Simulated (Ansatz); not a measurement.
Data:

Tl (hcp, Mg type), conventional cell a = 3.608 Å, b = 3.608 Å, c = 5.574 Å, α = 90.00°, β = 90.00°, γ = 120.00°. The calculation uses the primitive cell of 2 atoms, to which meshes and values per cell refer.

The volume is varied about the relaxed value V₀ at fixed cell shape. Symmetry pins the atoms to their sites.

Computed with PBE (plane waves to 420 eV, PAW, scalar-relativistic; Ansatz, a first-principles code). k mesh 15×15×9 (Γ-centred), Fermi-Dirac smearing 0.05 eV. Energies are smeared free energies. Stress and pressure are positive under compression. With the shape held, the modulus is that of even scaling; a crystal free to change shape is softer. Spin-orbit coupling is left out, though Tl is heavy. The relaxed volume of Tl is well above the measured one; the method has no dispersion term. Tl was relaxed with its symmetry unable to fall. The zero of ΔE is the relaxed starting cell.

The scan covers V/V₀ from 0.840 to 1.160 in 13 points.

What is the fitted pressure derivative B₀′?

5.5.

What bulk modulus at fixed cell shape B₀ follows from a third-order Birch-Murnaghan fit?

26.2 GPa.

(A scan under strain: stresses follow from slopes of the energy per volume, elastic moduli from its curvatures.)
